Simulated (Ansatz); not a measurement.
GeSb2Te4:
```cif
data_Ge3Sb6Te12
_chemical_formula_sum 'Ge3 Sb6 Te12'
_space_group_name_H-M_alt 'R-3m :H'
_space_group_IT_number 166
_space_group_name_Hall '-R 3 2"'
_cell_length_a 4.26206
_cell_length_b 4.26206
_cell_length_c 41.61323
_cell_angle_alpha 90.000
_cell_angle_beta 90.000
_cell_angle_gamma 120.000
loop_
_atom_site_label
_atom_site_type_symbol
_atom_site_symmetry_multiplicity
_atom_site_Wyckoff_symbol
_atom_site_fract_x
_atom_site_fract_y
_atom_site_fract_z
_atom_site_occupancy
Ge1 Ge 3 a 0.00000 0.00000 0.00000 1
Sb1 Sb 6 c 0.00000 0.00000 0.42197 1
Te1 Te 6 c 0.00000 0.00000 0.12947 1
Te2 Te 6 c 0.00000 0.00000 0.29296 1
```
(The calculation used a cell of 7 atoms; values per cell refer to that cell.)

Relaxed with r²SCAN+D4.

Q: Which orbitals make up the states near the band edges in r²SCAN+D4 (plane waves, PAW; program Ansatz)?

A: Top 1 eV of the valence band: Te 5p 74 %, Sb 5s 9 %, Ge 4s 7 %. Bottom 1 eV of the conduction band: Sb 5p 41 %, Te 5p 29 %, Ge 4p 19 %, Te 5s 5 %. Projections are on Löwdin-orthogonalised atomic valence shells; empty p or d shells of many metals are not among them.

Q: Tabulate the density of states.

A: States/eV per cell of 7 atoms, in 0.25 eV bins, energy from the valence-band maximum.

| E (eV) | total | Te 5p | Sb 5p | Ge 4p |
|---|---|---|---|---|
| -7.85 | 0.80 | 0.15 | 0.02 | 0.01 |
| -7.60 | 0.59 | 0.11 | 0.02 | 0.01 |
| -7.35 | 0.49 | 0.09 | 0.01 | 0.00 |
| -7.10 | 0.42 | 0.07 | 0.01 | 0.00 |
| -6.85 | 0.39 | 0.07 | 0.01 | 0.00 |
| -6.60 | 0.35 | 0.06 | 0.01 | 0.00 |
| -6.35 | 0.24 | 0.04 | 0.01 | 0.00 |
| -6.10 | 0.02 | 0.00 | 0.00 | 0.00 |
| -5.85 | 0.80 | 0.43 | 0.23 | 0.12 |
| -5.60 | 1.85 | 1.01 | 0.53 | 0.27 |
| -5.35 | 1.94 | 1.06 | 0.57 | 0.26 |
| -5.10 | 2.80 | 1.53 | 0.94 | 0.22 |
| -4.85 | 4.28 | 2.34 | 1.47 | 0.29 |
| -4.60 | 3.30 | 1.82 | 1.10 | 0.24 |
| -4.35 | 4.13 | 2.34 | 1.32 | 0.30 |
| -4.10 | 5.40 | 3.14 | 1.63 | 0.39 |
| -3.85 | 5.57 | 3.28 | 1.61 | 0.42 |
| -3.60 | 5.74 | 3.38 | 1.69 | 0.38 |
| -3.35 | 6.30 | 3.80 | 1.62 | 0.51 |
| -3.10 | 5.50 | 3.38 | 1.28 | 0.50 |
| -2.85 | 5.50 | 3.41 | 1.12 | 0.62 |
| -2.60 | 4.82 | 3.00 | 0.94 | 0.59 |
| -2.35 | 5.21 | 3.36 | 0.90 | 0.61 |
| -2.10 | 4.30 | 2.92 | 0.57 | 0.48 |
| -1.85 | 4.18 | 3.16 | 0.35 | 0.38 |
| -1.60 | 5.37 | 4.37 | 0.31 | 0.28 |
| -1.35 | 3.93 | 3.35 | 0.17 | 0.12 |
| -1.10 | 4.06 | 3.15 | 0.23 | 0.11 |
| -0.85 | 4.82 | 3.63 | 0.22 | 0.09 |
| -0.60 | 4.69 | 3.41 | 0.23 | 0.10 |
| -0.35 | 1.39 | 1.01 | 0.06 | 0.03 |
| -0.10 | 0.12 | 0.08 | 0.00 | 0.00 |
| 0.15 | 0.00 | 0.00 | 0.00 | 0.00 |
| 0.40 | 0.02 | 0.00 | 0.01 | 0.00 |
| 0.65 | 1.97 | 0.46 | 0.87 | 0.44 |
| 0.90 | 5.88 | 1.55 | 2.50 | 1.19 |
| 1.15 | 6.64 | 2.01 | 2.64 | 1.26 |
| 1.40 | 6.29 | 2.11 | 2.43 | 1.05 |
| 1.65 | 4.74 | 1.72 | 1.80 | 0.68 |
| 1.90 | 4.23 | 1.61 | 1.80 | 0.32 |
| 2.15 | 3.72 | 1.45 | 1.72 | 0.09 |
| 2.40 | 4.32 | 1.76 | 1.97 | 0.09 |
| 2.65 | 4.13 | 1.66 | 1.63 | 0.40 |
| 2.90 | 4.15 | 1.64 | 1.45 | 0.61 |
| 3.15 | 3.43 | 1.28 | 1.01 | 0.62 |
| 3.40 | 4.76 | 1.38 | 1.02 | 0.75 |
| 3.65 | 3.79 | 1.09 | 0.67 | 0.80 |
| 3.90 | 3.85 | 0.87 | 0.43 | 0.77 |
| 4.15 | 4.15 | 1.06 | 0.47 | 1.01 |
| 4.40 | 3.65 | 0.84 | 0.35 | 0.79 |
| 4.65 | 3.97 | 0.82 | 0.37 | 0.74 |
| 4.90 | 6.13 | 1.04 | 0.49 | 0.89 |
| 5.15 | 4.25 | 0.65 | 0.26 | 0.56 |

Symmetry was held in the r²SCAN+D4 relaxation. Spin–orbit coupling is left out wherever it is not named.

Potentials: the later of the program's two PAW sets.
